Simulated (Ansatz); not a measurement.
Below is a relaxed structure of Al3Ga2P5. The cell was found from a structure generator's guess, not taken from experiment.

Level of theory: DFT PBE, scalar-relativistic, plane waves, PAW (Ansatz 0.2.0). Cutoff 420 eV, Γ-centred mesh, Gaussian smearing, no spin polarisation.

```
Al Ga P
1.0
    -1.94747    1.94747   13.76362
     1.94747   -1.94747   13.76362
     1.94747    1.94747  -13.76362
Al Ga P
3 2 5
Direct
  0.20001 0.20001 0.00000
  0.79999 0.79999 0.00000
  0.00000 0.00000 0.00000
  0.60000 0.60000 0.00000
  0.40000 0.40000 0.00000
  0.25000 0.75000 0.50000
  0.84978 0.34978 0.50000
  0.45024 0.95024 0.50000
  0.04976 0.54976 0.50000
  0.65022 0.15022 0.50000
```

Energies over the elements count from the elements' standard structures at the same level, with no fitted energy shifts. The references include black phosphorus.

(1) What space group does it have?

(2) What is its formation energy per atom?

(3) Is it a metal?

## Answers

(1) I-4m2 (No. 119), with Al and Ga ordered on zinc blende sites. Conventional cell: a = 3.895 Å, c = 27.527 Å. Al on a site of symmetry 2mm is surrounded by 4 P at 2.38 Å; Al on a site of symmetry -4m2 has 4 P at 2.38 Å; Ga is surrounded by 4 P at 2.39 Å; P on a site of symmetry -4m2 is surrounded by 4 Al at 2.38 Å; 2 more sites not described.

(2) −0.551 eV/atom. Whether it is stable depends on the other phases of the system, which aren't compared here.

(3) No, the gap on the 10×10×10 mesh is 1.64 eV.

The last run used a 10×10×10 mesh for its 10-atom cell and Gaussian smearing of 0.02 eV. Kohn–Sham gaps at this level usually fall short of measured ones. The reference form of P is held partly by dispersion forces, which this level lacks. A structure relaxed within its symmetry needn't be a true minimum.
